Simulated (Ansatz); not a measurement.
Input and command of a calculation in Ansatz (plane waves; scalar-relativistic PAW potentials unless the input names others):

```yaml
crystal:
  lattice:
    - [6.6160010899, 1.2e-09, -0.000311934]
    - [1.4e-09, 7.6395000288, 6.05605e-05]
    - [-1.654074444, -3.819737544, 1.5817422739]
  atoms:
    - { symbol: Si, position: [-1.28862e-05, 0.3348083589, -1.05907e-05] }
    - { symbol: Si, position: [0.4999871138, 0.3348083589, -1.05907e-05] }
    - { symbol: Si, position: [1.28862e-05, 0.6651916411, 1.05907e-05] }
    - { symbol: Si, position: [0.5000128862, 0.6651916411, 1.05907e-05] }
    - { symbol: W, position: [0.0, 0.0, 0.0] }
    - { symbol: W, position: [0.5, 0.0, 0.0] }
kpoints:
  mp_grid: { grid: [5, 5, 22] }
hamiltonian:
  xc: lda
  dispersion: d3bjatm
scf:
  occupations: { method: gaussian, width: 0.2 }
output:
  forces: true
  eigenvalues: true
  stress: true
accuracy: high
```

```bash
ansatz run input.yaml --threads 8 --pin off --max-ram 28672MiB --backend cpu --events-out ev --progress --plain --runs-dir out
```

Abridged log:
```
Warning: the engine holds no damping parameters fitted to this dispersion correction and functional, so the run takes those fitted to pbe (hamiltonian.dispersion, under Limitations)
Pseudopotentials: kind: paw
Pseudopotential: Si, paw, valence charge 4, recommended cutoff 420 eV (normal)
Pseudopotential: W, paw, valence charge 14, recommended cutoff 420 eV (normal)
Functional definition: SPW92
Crystal: 6 atoms, lattice volume = 79.943 Å³
Basis set: ecut = 420 eV, 1567 PW (Γ), FFT grids on a1+a2+2a3, a2+a3, a3
Bands: 28, of which v1, the nominal top of the filled ones, is band 22 counted from 1 (21 counted from 0)
Symmetry: 4 space group operations
Space group: P-1 (ITA 2), of the structure as read, at distance tolerance 4.3e-5 Å
k-points: 276 of 550
Initial density: superposition of atomic densities (neutral atoms: chi_scale 0, normalization atom), corrected by the library's trained network
Initial wavefunctions: pseudopotential atomic-orbital guess
Functional: x = slater, c = lda
SCF iter   1: F=—  HF=-22699.942384 eV  |F-HF|=—  |Δ(HF+E_count)|=         —  Δρ=6.57e-3  dr2=3.26e-2  ethr=1.77e-3  ⟨swp⟩=6.3  Hψ=37279  notcnv=0
SCF iter   2: F=—  HF=-22699.935819 eV  |F-HF|=—  |Δ(HF+E_count)|=   6.56e-3  Δρ=3.31e-3  dr2=4.88e-3  ethr=7.41e-5  ⟨swp⟩=1.6  Hψ=10515  notcnv=0  defer=2
SCF iter   3: F=—  HF=-22699.934966 eV  |F-HF|=—  |Δ(HF+E_count)|=   8.54e-4  Δρ=1.01e-3  dr2=4.56e-4  ethr=1.11e-5  ⟨swp⟩=2.4  Hψ=9876  notcnv=0  defer=2
SCF iter   4: F=—  HF=-22699.934855 eV  |F-HF|=—  |Δ(HF+E_count)|=   1.10e-4  Δρ=8.98e-5  dr2=4.78e-6  ethr=1.04e-6  ⟨swp⟩=2.2  Hψ=11269  notcnv=0  defer=2
SCF iter   5: F=—  HF=-22699.934852 eV  |F-HF|=—  |Δ(HF+E_count)|=   3.65e-6  Δρ=1.15e-5  dr2=6.36e-8  ethr=1.09e-8  ⟨swp⟩=2.2  Hψ=10394  notcnv=0  defer=2
SCF iter   6: F=-22699.934852 eV  HF=-22699.934852 eV  |F-HF|=8.00e-10  |Δ(HF+E_count)|=   7.57e-9  Δρ=1.98e-6  dr2=2.67e-9  ethr=1.45e-10  ⟨swp⟩=6.9  Hψ=34105  notcnv=0
SCF iter   7: F=—  HF=-22699.934852 eV  |F-HF|=—  |Δ(HF+E_count)|=  4.44e-10  Δρ=2.62e-7  dr2=8.64e-11  ethr=6.07e-12  ⟨swp⟩=2.3  Hψ=10943  notcnv=0
SCF iter   8: F=-22699.934852 eV  HF=-22699.934852 eV  |F-HF|=0.00e0  |Δ(HF+E_count)|=  1.82e-11  Δρ=3.16e-8  dr2=1.28e-12  ethr=1.00e-12  ⟨swp⟩=4.0  Hψ=24470  notcnv=0
SCF 1 converged in 8 iterations: F = -22699.934852 eV  dr2 = 1.28e-12
SCF converged after 8 iterations
Free energy (F): -22699.934852 eV
Harris-Foulkes:  -22699.934852 eV  (|F-HF|=0.00e0)
Internal energy: -22699.922139 eV  (E = F + TS)
E sigma→0 (E₀):  -22699.928495 eV
Entropy (-TS):   -0.012713 eV (-2.119 meV/atom)
Fermi energy:    16.625277 eV
  E_disp       = -3.165912  (pairwise vdW)
--- Forces (eV/Å), atoms counted from 1 ---
  atom   1  Si     0.00059579     0.01709227     0.00049933
  atom   2  Si     0.00059579     0.01709227     0.00049933
  atom   3  Si    -0.00059579    -0.01709227    -0.00049933
  atom   4  Si    -0.00059579    -0.01709227    -0.00049933
  atom   5  W      0.00000000     0.00000000     0.00000000
  atom   6  W      0.00000000     0.00000000     0.00000000
--- Stress (GPa, compression-positive) ---
      -19.398836       0.001096       0.018283
        0.001096       1.083884      -0.008428
        0.018283      -0.008428      -5.978653
  P = ⅓ Tr σ = -8.0979 GPa (-80.979 kbar)
```

Apart from outputs and empty bands, the input differs from a reference run on usual settings in scf.occupations.width: 0.1 → 0.2; hamiltonian.dispersion: not typed → "d3bjatm"; accuracy: not typed → "high"; basis.ecutwfc: 420 → not typed. The reference, at the same geometry (not necessarily relaxed), gave pressure -2.15 GPa, largest force 0.006 eV/Å, no gap on the mesh. This run converged in 8 SCF iterations (reference: 6) with an energy at zero smearing 528 meV/atom below the reference's (the Hamiltonian itself differs), pressure -8.10 GPa, largest force 0.017 eV/Å, no gap on the mesh. Its smearing width is looser than usual. The Hamiltonian differs as well, so the change in the result can't be put down to that alone.

The run took 3.6 s on 8 threads of Intel(R) Xeon(R) 6975P-C (Granite Rapids) (shared host), peak memory 0.8 GiB.